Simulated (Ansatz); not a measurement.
In r²SCAN+D4 (plane waves, PAW; program Ansatz), BP in the hexagonal phase (P6_3/mmc; B on 2c, P on 2d) relaxes to a = 3.198 Å, c = 7.968 Å. B has 3 nearest neighbours from 1.85 Å (trigonal planar); P has 3 nearest neighbours from 1.85 Å (trigonal planar). Against the elements it lies at -0.055 eV/atom, with no fitted shifts.

The Kohn–Sham gap is 0.87 eV (indirect). The valence maximum lies on the K–Γ line, 11 % of the way from K and the conduction minimum at M (3 equivalent valleys). The screened hybrid HSE06 puts the gap at 1.17 eV. Electrons at the band edge weigh 0.17, 1.1, 4.8 mₑ (principal values). The hole mass is 0.13, 1.6, 2.6 mₑ (principal values).

The bulk modulus is 16.5 GPa. Bader charges are B +1.16, P -1.16 e.

The start of the workflow was typed in or built on a structure type; neither database checked (COD, Materials Project) lists it. It is not the phase usual at ambient conditions (space group No. 216). The r²SCAN+D4 relaxation kept the symmetry of its start; whether a distortion lowers the energy is not shown. The references are the lowest solids computed at this level, not always the standard phases.

Potentials: the later of the program's two PAW sets.
